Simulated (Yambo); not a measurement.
AgI (zinc blende, space group F-43m, No. 216), G0W0@PBEsol (Yambo, plasmon pole, terminator in G, 4×4×4 mesh): gap Γ → Γ in eV by bands and screening block.

```tsv
bands (W and G)	2 Ry	3 Ry	5 Ry	6 Ry	8 Ry
30	2.60	2.54	2.55	2.55	…
46	2.45	…	2.43	2.45	…
71	2.37	2.33	2.35	2.38	2.40
98	2.35	2.30	2.33	2.36	2.38
129	2.34	2.29	2.32	2.36	2.38
```

Problem. Estimate the withheld gaps from their neighbours; the computed values follow.

Solution. 
- 30, 8 Ry: 2.56
- 46, 3 Ry: 2.42
- 46, 8 Ry: 2.46

The largest settings aren't shown to be the converged limit.

Spin-orbit coupling is not included.

Geometry relaxed with PBEsol; primitive cell a = b = c = 4.558 Å, α = β = γ = 60.00°.
